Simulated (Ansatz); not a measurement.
# Diamond alloy of Si and C (2 of 64 Si sites exchanged), 64 atoms

Ansatz, PAW, plane waves. PBEsol relaxation of volume and atoms (shape held) at the single k point (½, ½, ½); single points on the relaxed atoms at the Γ point alone, onto which points of the small cell's zone fold. Arrangement: random. No spin–orbit coupling unless named.

Relaxed structure:

```cif
data_structure
_symmetry_space_group_name_H-M 'P 1'
_symmetry_Int_Tables_number 1
_cell_length_a 10.7471
_cell_length_b 10.7471
_cell_length_c 10.7471
_cell_angle_alpha 90.000
_cell_angle_beta 90.000
_cell_angle_gamma 90.000
_cell_volume 1241.31
loop_
_atom_site_label
_atom_site_type_symbol
_atom_site_fract_x
_atom_site_fract_y
_atom_site_fract_z
_atom_site_occupancy
Si1 Si 0.99753 0.99367 0.99742 1
Si2 Si 0.99991 0.00029 0.49984 1
Si3 Si 0.99946 0.49994 0.99943 1
Si4 Si 0.01620 0.51757 0.51609 1
Si5 Si 0.49991 0.00032 0.99982 1
Si6 Si 0.49755 0.99367 0.49739 1
Si7 Si 0.51618 0.51755 0.01607 1
Si8 Si 0.49948 0.49992 0.49941 1
Si9 Si 0.12520 0.12506 0.12502 1
Si10 Si 0.12510 0.12503 0.62512 1
Si11 Si 0.12509 0.62505 0.12513 1
Si12 Si 0.62510 0.12505 0.12512 1
Si13 Si 0.62518 0.12506 0.62502 1
Si14 Si 0.62507 0.62506 0.62513 1
Si15 Si 0.25277 0.25647 0.99733 1
Si16 Si 0.25035 0.24974 0.49986 1
Si17 Si 0.25079 0.75011 0.99944 1
Si18 Si 0.23415 0.73258 0.51599 1
Si19 Si 0.75035 0.24976 0.99987 1
Si20 Si 0.75280 0.25647 0.49737 1
Si21 Si 0.73413 0.73254 0.01604 1
Si22 Si 0.75077 0.75011 0.49944 1
Si23 Si 0.38122 0.38113 0.12517 1
Si24 Si 0.36901 0.38109 0.62487 1
Si25 Si 0.38131 0.86894 0.12486 1
Si26 Si 0.36902 0.86902 0.62515 1
Si27 Si 0.86902 0.38109 0.12491 1
Si28 Si 0.88125 0.38116 0.62520 1
Si29 Si 0.86900 0.86900 0.12518 1
Si30 Si 0.88127 0.86894 0.62487 1
Si31 Si 0.25284 0.99367 0.25264 1
Si32 Si 0.25037 0.00026 0.75029 1
Si33 Si 0.25078 0.49990 0.25072 1
Si34 Si 0.23412 0.51759 0.73398 1
Si35 Si 0.75039 0.00029 0.25029 1
Si36 Si 0.75281 0.99367 0.75266 1
Si37 Si 0.73415 0.51758 0.23402 1
Si38 Si 0.75078 0.49993 0.75072 1
Si39 Si 0.37516 0.12383 0.37505 1
Si40 Si 0.37515 0.12627 0.87501 1
Si41 Si 0.37517 0.62572 0.37501 1
Si42 Si 0.37515 0.62434 0.87506 1
Si43 Si 0.87518 0.12628 0.37504 1
Si44 Si 0.87514 0.12383 0.87507 1
Si45 Si 0.87515 0.62435 0.37507 1
Si46 Si 0.87517 0.62575 0.87503 1
Si47 Si 0.99756 0.25643 0.25268 1
Si48 Si 0.99987 0.24985 0.75030 1
Si49 Si 0.99944 0.75024 0.25073 1
Si50 Si 0.01622 0.73255 0.73400 1
Si51 Si 0.49988 0.24987 0.25029 1
Si52 Si 0.49754 0.25644 0.75267 1
Si53 Si 0.51623 0.73252 0.23401 1
Si54 Si 0.49942 0.75024 0.75073 1
Si55 Si 0.12533 0.38109 0.38122 1
Si56 Si 0.12495 0.38120 0.86890 1
Si57 Si 0.12499 0.86904 0.38113 1
Si58 Si 0.12533 0.86895 0.86897 1
Si59 Si 0.62499 0.38117 0.36891 1
Si60 Si 0.62533 0.38109 0.88120 1
Si61 Si 0.62535 0.86895 0.36894 1
Si62 Si 0.62498 0.86901 0.88116 1
C1 C 0.12518 0.62509 0.62501 1
C2 C 0.62519 0.62504 0.12502 1
```

Q: What are the mean bond lengths by pair (pairs within 1.2 times the sum of covalent radii, less contacts 15 % beyond the pair's median; cation–cation pairs of compounds aside; long ionic contacts are cut short by that bound)?

A: C–Si 2.019 ± 0.000 Å (standard deviation, 8 bonds); Si–Si 2.351 ± 0.031 Å (standard deviation, 120 bonds).

Q: What gap lies between the top filled and the lowest empty level in the single points?

A: HSE06 0.88 eV (5 min on 7 threads of Neoverse-V2). An indirect band minimum needn't fold onto Γ of this cell; where it doesn't, these gaps are too wide.
